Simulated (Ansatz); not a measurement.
Ca7Mg2N6 — 25Mg NMR of the central transition

Cell: a computed structure from the Materials Project (it need not be an observed phase) whose atoms were relaxed with PBE, the cell held.

Space group C2/m (No. 12); a = 6.1423, b = 12.6604, c = 6.4233 Å, β = 94.58°.

| site | Wyckoff | site symmetry | x | y | z |
| --- | --- | --- | --- | --- | --- |
| Ca1 | 2b | 2/m | 0.5000 | 0.0000 | 0.0000 |
| Ca2 | 4h | 2 | 0.5000 | 0.1223 | 0.5000 |
| Ca4 | 8j | 1 | 0.6500 | 0.6726 | 0.8253 |
| Mg | 4i | m | 0.8788 | 0.0000 | 0.6730 |
| N10 | 8j | 1 | 0.7600 | 0.8549 | 0.8035 |
| N14 | 4i | m | 0.7554 | 0.0000 | 0.3404 |

One atom of each set is listed; the run and its k-mesh use a cell of 15 atoms with edges of 7.04, 7.04, 6.42 Å.

All values are calculated (Ansatz; DFT, PBE, plane waves and PAW, scalar-relativistic, 420 eV cutoff, Γ-centred 5×5×5 k-points, Fermi–Dirac smearing 0.02 eV), not measured.

25Mg has I = 5/2 and Q = 199.4 mb (Pyykkö 2018); at 16.4 T its Larmor frequency is ν₀ = 42.8 MHz. Only the quadrupole interaction is simulated: positions count from each site's isotropic chemical shift, and J coupling is left out, as are shift anisotropy and dipolar coupling, which fast spinning averages.

Problem. What does the 25Mg spectrum (fast magic-angle spinning) show for each site?

Solution. 

| site | first shell | C_Q (MHz) | η | P_Q (MHz) | δ_QIS (ppm) | breadth (kHz) |
| --- | --- | --- | --- | --- | --- | --- |
| Mg | 4 N at 2.17–2.26 Å | 4.31 | 0.92 | 4.88 | -78.1 | 7.42 |

δ_QIS = −(ν_Q²/30ν₀²)[I(I+1) − 3/4](1 + η²/3) × 10⁶ ppm with ν_Q = 3|C_Q|/[2I(2I−1)]; it falls as 1/B₀² in ppm, and the breadth as 1/B₀ in kHz.

The relaxation (3 steps) took 1.9 min of wall time (1.9 min of CPU time) and 0.87 GiB at its peak, on 1 thread of Arm Neoverse V2 (aarch64; 8 cores open to the job, memory cap 3.0 GiB, no GPU), a shared host with a load of 0.8 a core.
